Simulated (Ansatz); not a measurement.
Ta₂N:
Space group P-31m (No. 162); a = b = 5.2913 Å, c = 4.9309 Å, α = β = 90.00°, γ = 120.00°

```json
[
 {"atom": "Ta", "site": "6k", "symmetry": "..m", "x": "0.3330", "y": "0.3330", "z": "0.2468"},
 {"atom": "N", "site": "2d", "symmetry": "3.2", "x": "0.3333", "y": "0.6667", "z": "0.5000"},
 {"atom": "N", "site": "1a", "symmetry": "-3.m", "x": "0.0000", "y": "0.0000", "z": "0.0000"}
]
```

This is the r²SCAN-relaxed structure.

Problem. All from r²SCAN (plane waves, PAW; program Ansatz), unless another level is named. Predict the electronic character.

Solution. metallic (no gap).

Problem. Give the formation energy from the elements (no fitted shifts).

Solution. -1.03 eV/atom.

Problem. And the density of states at the Fermi level?

Solution. 0.29 states/eV per atom (mean over ±0.08 eV).

Problem. Give the gap with spin–orbit coupling.

Solution. none (metallic).

The first step of the workflow began from a Materials Project structure, measured or hypothetical; the Crystallography Open Database copy checked does not list it. Whether it is the stable phase at ambient conditions was not checked. Symmetry was held in the r²SCAN relaxation; whether a distortion lowers the energy is not shown. The run is not spin-polarised. With an odd number of electrons in the cell and no spin polarisation, the count alone makes it a metal. The references are the lowest solids computed at this level, not always the standard phases (solids in place of the gases). Spin–orbit coupling is left out wherever it is not named.

Potentials: the earlier of the program's two PAW sets. The files were generated under PBE; for other functionals the program regenerates the frozen cores, and for LDA and PBEsol the local potential too.
